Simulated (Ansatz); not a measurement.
Cs3Sb in space group Fm-3m (No. 225; Cs on 8c, Cs on 4b, Sb on 4a), DFT-r²SCAN in the program Ansatz with PAW potentials. The conduction-band minimum lies at Γ, with 1 equivalent valley. Second derivatives d²E/dk² of the lowest band at one valley (eV·Å²), along Cartesian directions:

| direction | d²E/dk² |
|---|---|
| [100] | 40.01 |
| [010] | 40.01 |
| [001] | 40.01 |
| [110] | 40.15 |
| [101] | 40.15 |
| [011] | 40.15 |

Find the principal effective masses, the density-of-states mass and the conductivity mass.

Off-diagonal terms follow from H_xy = H[110] − (H_xx + H_yy)/2, and m*/mₑ = 7.620 eV·Å² over each eigenvalue: 0.19, 0.19, 0.19. One valley's DOS mass (m₁m₂m₃)^(1/3) = 0.19, conductivity mass 3/(Σ 1/mᵢ) = 0.19 mₑ.

What effective density of states Nc follows at 300 K for parabolic valleys?

Nc = 2.509e19 × 1 × (0.19)^(3/2) ≈ 2.1e18 cm⁻³.

The workflow started from a Materials Project entry (that database holds measured and hypothetical structures alike); the Crystallography Open Database copy checked does not list it. Whether it is the stable phase at ambient conditions was not checked. The r²SCAN relaxation kept the symmetry of its start; whether a distortion lowers the energy is not shown. Spin–orbit coupling is left out wherever it is not named.

Potentials: the later of the program's two PAW sets.

Edges and masses are those of Kohn–Sham bands, whose gap is no quasiparticle gap.
